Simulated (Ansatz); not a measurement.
```yaml
crystal:
  lattice:
    - [0.0, 1.92, 1.92]
    - [1.92, 0.0, 1.92]
    - [1.92, 1.92, 0.0]
  atoms:
    - { symbol: Ir, position: [0.0, 0.0, 0.0] }
basis:
  ecutwfc: 420
  ecutrho_ratio: 4
kpoints:
  mp_grid: { grid: [8, 8, 8] }
hamiltonian:
  xc: pbe
scf:
  occupations: { method: gaussian, width: 0.05 }
output:
  forces: true
  stress: true
  eigenvalues: true
```

**Question.** What does this Ansatz input ask for?

**Answer.** It asks for a single-point calculation of Ir with PBE (scalar-relativistic), a cutoff of 420 eV (density cutoff 4 times that), a Γ-centred 8×8×8 mesh and Gaussian smearing of 0.05 eV, without spin polarisation. Forces, stress and eigenvalues are wanted.

**Question.** How large is the problem?

**Answer.** 17 valence electrons, 283 plane waves at Γ, 48 symmetry operations and 29 irreducible k-points; it took 6 SCF iterations in all.
